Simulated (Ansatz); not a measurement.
Space group P4/mmm (No. 123). a = 4.036 Å, b = 4.036 Å, c = 5.711 Å, α = 90.00°, β = 90.00°, γ = 90.00°
```
atom  site  symmetry       x       y       z
  Al    4i      2mm.  0.0000  0.5000  0.7472
  Fe    1b     4/mmm  0.0000  0.0000  0.5000
  Co    1a     4/mmm  0.0000  0.0000  0.0000
  Co    1c     4/mmm  0.5000  0.5000  0.0000
  Co    1d     4/mmm  0.5000  0.5000  0.5000
```

Equation of state of this Al$_{4}$FeCo$_{3}$ structure (not necessarily the ground state), with shape and atoms relaxed at each volume where symmetry leaves them free. It has no gap at any of these volumes. All numbers below come from DFT PBE, scalar-relativistic, plane waves, PAW in Ansatz 0.2.0.

Plane waves to 420 eV, a k mesh through Γ of 10×10×8 on the computed 8-atom cell and Gaussian smearing (0.10 eV); no spin polarisation.

```csv
V (Å³/atom),E − E(largest V) (meV/atom),P (GPa)
10.234,62.32,30.18
10.583,7.17,20.75
10.932,-29.00,12.72
11.281,-49.00,5.87
11.630,-55.21,0.02
11.979,-49.63,-4.98
12.328,-33.99,-9.24
12.793,0.00,-13.97
```

Problem. Fit a third-order Birch–Murnaghan equation, E = E0 + (9V0B0/16)·[(x − 1)³B0' + (x − 1)²(6 − 4x)] with x = (V0/V)^(2/3), to E(V).

Solution. V0 = 11.63 Å³/atom, B0 = 180 GPa, B0' = 4.2.

Spin polarisation was left out, and a magnetic state may lie lower.

The cell was found from a structure generator's guess, not taken from experiment.
